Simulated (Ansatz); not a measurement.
# Computed properties of NiO2

NiO2:
```yaml
crystal:
  lattice:
    - [1.38584, 0.80012, 4.84013]
    - [-1.38584, 0.80012, 4.84013]
    - [0.00000, -1.60023, 4.84013]
  atoms:
    - { symbol: Ni, position: [0.00000, 0.00000, 0.00000] }
    - { symbol: O, position: [0.60192, 0.60192, 0.60192] }
    - { symbol: O, position: [0.39808, 0.39808, 0.39808] }
```

Space group R-3m (No. 166); conventional cell a = b = 2.772 Å, c = 14.520 Å, α = β = 90.00°, γ = 120.00°.

Method: DFT-r²SCAN+D4 in the program Ansatz with PAW potentials. Geometry: relaxed at this level of theory. Other levels are named where they apply.

### Cell and energy

```json
{
  "volume_per_atom": "10.73 Å³",
  "density": "4.68 g/cm³",
  "Formation energy from the elements (no fitted shifts)": "-0.85 eV/atom"
}
```

### Electronic structure

```json
{
 "band_gap": "1.49 eV (indirect)",
 "valence_band_maximum": "off the standard path, at k = (0.406, -0.469, -0.469) in fractions of the reciprocal vectors",
 "conduction_band_minimum": "off the standard path, at k = (0.133, 0.406, 0.406) in fractions of the reciprocal vectors",
 "smallest_direct_gap_on_the_standard_path": "1.76 eV",
 "electron_effective_mass": "0.64, 1.3, 1.7 mₑ (principal values)",
 "HSE06 gap on the r²SCAN+D4 cell": "2.72 eV"
}
```

### Mechanics

```json
{
 "Elastic constants (relaxed ions, GPa)": "C11 = 354, C12 = 80.3, C13 = 7.7, C14 = 1.0, C33 = 32.7, C44 = -5.9",
 "mechanical_stability": "unstable (C has a negative eigenvalue)"
}
```

### Dielectric response

```json
{
  "Electronic dielectric constant ε∞ (DFPT)": "11.8 (xx = yy), 3.12 (zz)",
  "Static dielectric constant ε0 (ions relaxed, cell fixed)": "15.6 (xx = yy), 3.15 (zz)",
  "Born charges (a third of the trace)": "Ni +2.98, O -1.49 e"
}
```

### Phonons

```json
{
 "Highest zone-centre frequency (without LO–TO term)": "683 cm⁻¹",
 "zone_centre_stability": "no imaginary mode at Γ"
}
```

### Charges

```json
{
  "bader_charges": "Ni +1.55, O -0.77 e"
}
```

The workflow started from a Materials Project entry (that database holds measured and hypothetical structures alike); the Crystallography Open Database copy checked does not list it. COD files the formula under space group No. 12. Its standing as an ambient phase is unchecked. The r²SCAN+D4 relaxation kept the symmetry of its start. No spin polarisation was allowed. No Hubbard U is applied. The references are the lowest solids computed at this level, not always the standard phases (solids in place of the gases).

Potentials: the later of the program's two PAW sets.
